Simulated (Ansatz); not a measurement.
Question: Bi (fcc (Cu type), Fm-3m) is relaxed with PBEsol (plane waves, PAW; program Ansatz). What lattice parameters of the conventional cell result?

Answer: a = 4.946 Å.

The start of the workflow was typed in or built on a structure type; neither database checked (COD, Materials Project) lists it. It is not the phase usual at ambient conditions (space group No. 166). Symmetry was held in the PBEsol relaxation. At this level the phase is mechanically unstable. Spin–orbit coupling is left out wherever it is not named.

Potentials: the later of the program's two PAW sets.
